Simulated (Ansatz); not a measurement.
## Is this Ti₅WC₆ structure a true minimum?

The cell was found from a structure generator's guess, not taken from experiment.

Computed with DFT PBE, scalar-relativistic, plane waves, PAW (Ansatz). Cutoff 420 eV; k points 12×12×4 on the computed 12-atom cell (Γ-centred); Gaussian smearing, width 0.10 eV; no spin polarisation.

The cell below (12 atoms, space group P4/mmm (No. 123)) is relaxed within its symmetry.

```xyz
12
Lattice="3.0691 0.0000 0.0000 0.0000 3.0691 0.0000 0.0000 0.0000 12.9884" Properties=species:S:1:pos:R:3 pbc="T T T"
Ti    0.0000    0.0000   10.7856
Ti    1.5345    1.5345    8.6454
Ti    0.0000    0.0000    6.4942
Ti    1.5345    1.5345    4.3430
Ti    0.0000    0.0000    2.2029
W     1.5345    1.5345    0.0000
C     0.0000    0.0000    8.6607
C     1.5345    1.5345    6.4942
C     0.0000    0.0000    4.3277
C     1.5345    1.5345    2.1549
C     0.0000    0.0000    0.0000
C     1.5345    1.5345   10.8336
```

For the test it was strained at random (σ = 1.5 % a component), the atoms were moved at random (σ = 0.05 Å), and all was relaxed again on a coarse 8×8×2 mesh (in the run’s order of axes) with 0.20 eV smearing, with no symmetry imposed.

Spin–orbit coupling, which can matter for W, is left out.

Q: Is the structure stable against such a distortion?

A: It returns, within 1 meV/atom of the unmoved cell on that mesh and with the same symmetry when read at 0.1 Å. So it is stable against the distortions that fit this cell and that this random move excites. Modes that don't fit the cell aren't tested.
